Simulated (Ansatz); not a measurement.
All numbers below come from DFT PBE, scalar-relativistic, plane waves, PAW (Ansatz). All cells share a 420 eV cutoff and Γ-centred k meshes spaced at most about 0.3 Å⁻¹ (about 0.25 or finer for metals, 2π included). Collinear spin in cells that started with moments and kept them past the coarse steps, no spin elsewhere.

Each of these unrelaxed guesses is relaxed in cell and atoms within its symmetry. A guess keeps its type if space group and coordination stay and the shape of the cell changes little (axis ratios within about 15 %, angles within 6°); the volume may change.

1. BaY3Si

```
Ba Y Si
1.0
     7.33130    0.00000    0.00000
    -3.66565    6.34909    0.00000
     0.00000    0.00000    6.04687
Ba Y Si
2 6 2
Cartesian
  0.0000 4.2327 0.0000
  3.6656 2.1164 0.0000
  5.0480 0.0000 0.0000
  -2.5240 4.3717 0.0000
  1.1416 1.9774 0.0000
  2.2833 0.0000 0.0000
  -1.1416 1.9774 0.0000
  2.5240 4.3717 0.0000
  0.0000 0.0000 0.8895
  0.0000 0.0000 5.1574
```

2. MgScC4N4 (collinear spin from parallel moments)

```
Mg Sc C N
1.0
     6.08181    0.00000    0.00000
     0.00000    6.08181    0.00000
     0.00000    0.00000    6.08181
Mg Sc C N
1 1 4 4
Direct
  0.50000 0.50000 0.50000
  0.00000 0.00000 0.00000
  0.19195 0.19195 0.19195
  0.19195 0.80805 0.80805
  0.80805 0.19195 0.80805
  0.80805 0.80805 0.19195
  0.30302 0.30302 0.30302
  0.30302 0.69698 0.69698
  0.69698 0.30302 0.69698
  0.69698 0.69698 0.30302
```

3. Si3Te

```
Si Te
1.0
     6.27737    0.00000    0.00000
    -3.13868    5.43636    0.00000
     0.00000    0.00000    5.06715
Si Te
6 2
Direct
  0.83300 0.66600 0.25000
  0.16700 0.83300 0.75000
  0.33400 0.16700 0.25000
  0.16700 0.33400 0.75000
  0.83300 0.16700 0.25000
  0.66600 0.83300 0.75000
  0.33333 0.66667 0.25000
  0.66667 0.33333 0.75000
```

4. B2SbN

```
B Sb N
1.0
     3.34461    0.00000    0.00000
    -1.67231    2.89652    0.00000
     0.00000    0.00000    7.03393
B Sb N
2 1 1
Direct
  0.00000 0.00000 0.69612
  0.00000 0.00000 0.30388
  0.00000 0.00000 0.00000
  0.00000 0.00000 0.50000
```

Problem. Which keep their type?

Solution. Guesses 2 and 4 keep their type.

```
guess  kept  start group  end group  V start (Å³/atom)  V end  b/a and c/a, end over start  nearest neighbours start  nearest neighbours end
    1    no       P6/mmm     P6/mmm               28.1   39.1                   1.00, 0.50           Ba 6, Si 1, Y 6         Ba 6, Si 2, Y 4
    2   yes        P-43m      P-43m               22.5   25.5                   1.00, 1.00      C 1, Mg 4, N 1, Sc 4    C 1, Mg 4, N 1, Sc 4
    3    no     P6_3/mmc   P6_3/mmc               21.6   19.9                   1.00, 0.58              Si 12, Te 12              Si 4, Te 6
    4   yes       P6/mmm     P6/mmm               17.0   15.8                   1.00, 1.11            B 1, N 2, Sb 2          B 1, N 2, Sb 2
```

Neighbours count within 15 % of an atom's shortest distance; end groups are read at 0.02 Å (0.05 Å in metals).

Spin–orbit coupling, which can matter for Sb and Te, is left out. A magnetic state wasn't ruled out in cells without spin, among them BaY3Si P6/mmm. The magnetic state reached may not be the lowest. Cells relaxed within their symmetry can be saddle points.
